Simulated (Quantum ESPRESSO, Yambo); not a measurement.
G0W0 results for MoS₂ monolayer at +2 % uniaxial strain

```
MoS2
1.0
    3.20381     0.00000     0.00000
   -1.60191     2.72018     0.00000
    0.00000     0.00000    16.10000
S Mo
2 1
Direct
  0.66624   0.33247   0.90386
  0.66624   0.33247   0.09614
  0.00086   0.00172   0.00000
```

The PBEsol cell relaxed from Materials Project entry mp-1434 was given a uniaxial strain of +2 % along x, the other axes held, and the atoms were relaxed again, with the Coulomb interaction truncated along z.

Starting point: norm-conserving PBEsol (Quantum ESPRESSO, 80 Ry, no spin-orbit coupling). G0W0 in Yambo: 6×6×1 Γ-centred k mesh, bands 2 to 131 and a 8 Ry block in the screening, 131 bands in G with the Bruneval-Gonze terminator, plasmon pole fitted at 27.2 eV, slab-truncated Coulomb interaction, stochastic integration of W near q = 0.

```json
{
 "PBEsol gap along the band path": "1.63 eV",
 "PBEsol gap between the mesh's edge points (Γ → (0.333, 0.333))": "1.63 eV",
 "G0W0 gap between the same points": "2.57 eV",
 "PBEsol smallest direct gap on the mesh (at (0.333, 0.333))": "1.69 eV",
 "G0W0 direct gap at that point": "2.50 eV",
 "smallest G0W0 gap among all computed states (the edges move to other k points)": "2.50 eV"
}
```

```json
[
 {"k point": "Γ", "band": "VB", "E PBEsol (eV)": "0.00", "E QP (eV)": "-0.25", "shift (eV)": "-0.25", "Z": "0.74"},
 {"k point": "Γ", "band": "CB", "E PBEsol (eV)": "2.72", "E QP (eV)": "3.24", "shift (eV)": "0.52", "Z": "0.74"},
 {"k point": "(0, -0.5)", "band": "VB", "E PBEsol (eV)": "-0.61", "E QP (eV)": "-0.96", "shift (eV)": "-0.35", "Z": "0.74"},
 {"k point": "(0, -0.5)", "band": "CB", "E PBEsol (eV)": "2.26", "E QP (eV)": "3.02", "shift (eV)": "0.76", "Z": "0.73"},
 {"k point": "(0.333, 0.333)", "band": "VB", "E PBEsol (eV)": "-0.06", "E QP (eV)": "-0.18", "shift (eV)": "-0.12", "Z": "0.74"},
 {"k point": "(0.333, 0.333)", "band": "CB", "E PBEsol (eV)": "1.63", "E QP (eV)": "2.32", "shift (eV)": "0.69", "Z": "0.73"}
]
```

Energies count from the PBEsol valence-band maximum.

Convergence of the G0W0 settings was not tested.

Spin-orbit splittings are left out.
